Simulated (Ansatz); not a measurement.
**Perovskite alloy of SrTiO3 and SrZrO3 (19 of 27 Ti sites exchanged), 135 atoms**

Ansatz, PAW, plane waves. PBEsol relaxation of volume and atoms (shape held) at the single k point (½, ½, ½); single points on the relaxed atoms at the Γ point alone, onto which points of the small cell's zone fold. Arrangement: quasirandom. No spin–orbit coupling unless named.

Relaxed cell: a = 12.120 Å, b = 12.120 Å, c = 12.120 Å, α = 90.00°, β = 90.00°, γ = 90.00°.

Mean bond lengths: O–Sr 2.778 Å; O–Ti 1.969 Å; O–Zr 2.074 Å.

(1) What gap lies between the top filled and the lowest empty level in the single points?

## Answers

(1) HSE06 4.13 eV (3.4 min on NVIDIA H100).
